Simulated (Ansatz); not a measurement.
Al$_{2}$ZnS$_{4}$:
```cif
data_Al16S32Zn8
_chemical_formula_sum 'Al16 Zn8 S32'
_space_group_name_H-M_alt 'Fd-3m :1'
_space_group_IT_number 227
_space_group_name_Hall 'F 4d 2 3 -1d'
_cell_length_a 9.97416
_cell_length_b 9.97416
_cell_length_c 9.97416
_cell_angle_alpha 90.000
_cell_angle_beta 90.000
_cell_angle_gamma 90.000
loop_
_atom_site_label
_atom_site_type_symbol
_atom_site_symmetry_multiplicity
_atom_site_Wyckoff_symbol
_atom_site_fract_x
_atom_site_fract_y
_atom_site_fract_z
_atom_site_occupancy
Al1 Al 16 c 0.12500 0.12500 0.12500 1
Zn1 Zn 8 b 0.50000 0.50000 0.50000 1
S1 S 32 e 0.36593 0.36593 0.36593 1
```
(The calculation used a cell of 14 atoms; values per cell refer to that cell.)

Relaxed with PBEsol. The program Ansatz at the PBEsol level (PAW) gives a gap of 2.37 eV.

What gap does HSE06 give on the same cell (Ansatz, PAW)?

3.43 eV, 1.06 eV more. The hybrid was solved on a coarser mesh and at special points; its gap is the smallest among all of these.

```json
[
 {"k": "Γ", "v1 PBEsol": "-0.03", "c1 PBEsol": "2.37", "v1 HSE06": "-0.03", "c1 HSE06": "3.43"},
 {"k": "X", "v1 PBEsol": "-0.45", "c1 PBEsol": "4.35", "v1 HSE06": "[?]", "c1 HSE06": "[?]"},
 {"k": "L", "v1 PBEsol": "-0.32", "c1 PBEsol": "3.31", "v1 HSE06": "[?]", "c1 HSE06": "[?]"},
 {"k": "W", "v1 PBEsol": "-0.55", "c1 PBEsol": "4.41", "v1 HSE06": "[?]", "c1 HSE06": "[?]"},
 {"k": "K", "v1 PBEsol": "-0.20", "c1 PBEsol": "3.97", "v1 HSE06": "[?]", "c1 HSE06": "[?]"}
]
```

Top valence (v1) and lowest conduction level (c1) in eV from each method's valence maximum (which need not be a listed point): supply the withheld HSE06 values.


- L, v1 HSE06: -0.33
- L, c1 HSE06: 4.49
- X, v1 HSE06: -0.48
- X, c1 HSE06: 5.56
- W, v1 HSE06: -0.58
- W, c1 HSE06: 5.62
- K, v1 HSE06: -0.20
- K, c1 HSE06: 5.16

Cost on shared cores: the PBEsol run (SCF on a 5×5×5 mesh, then bands and DOS) very roughly 80 core-seconds, the HSE06 run (SCF on 3×3×3, then a few points) very roughly 4 core-minutes; the tasks are unlike.

The first step of the workflow began from a Materials Project structure, measured or hypothetical; the Crystallography Open Database files this formula in space group No. 227, but the cells were not matched. Whether it is the stable phase at ambient conditions was not checked. The PBEsol relaxation kept the symmetry of its start; whether a distortion lowers the energy is not shown.

Potentials: the later of the program's two PAW sets.
